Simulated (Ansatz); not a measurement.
**MnPt: strain energy, fitted**

MnPt, P4/mmm, a = 2.877 Å, c = 3.487 Å. The structure is a Materials Project entry; whether it is the stable form wasn't checked. Ansatz: PBEsol, PAW, 420 eV, Γ-centred 14×14×12 mesh on 2 atoms, Gaussian smearing 0.10 eV; collinear spin, largest moment 3.7 μB. Series: shear of c along a, cell held, atoms fixed by symmetry; x is the strain in per cent (engineering shear). y is the free energy over the unstrained cell, V0 = 14.427 Å³/atom. Symmetry makes y even in x.

```
x (%) y (meV/atom)
  0.0          0.00
  1.0          0.50
  2.0          2.01
  3.0             ?
  4.0          8.04
  6.0         17.98
```

**Question.** Fit y = c2 x² + c4 x⁴ to the other rows, turn c2 into a modulus, and predict the missing energy.

**Answer.** Least squares on the rows shown. y = 0.50460 x² − 0.00014290 x⁴. In eV per unit strain² c2 is 5.046; this is the shear stiffness (E = ½ C V0 γ²): 2 × 5.046 × 160.2 / (14.427) = 112 GPa. At x = 3.0 the fit asked for gives 4.53 meV/atom. The run gave 4.53 meV/atom, the same to the digits shown.

Only parallel moments were tried here. The moments are parallel here; the real alloy orders antiferromagnetically, with another cell and stiffness. Spin–orbit coupling is left out, which can shift energies with elements as heavy as these.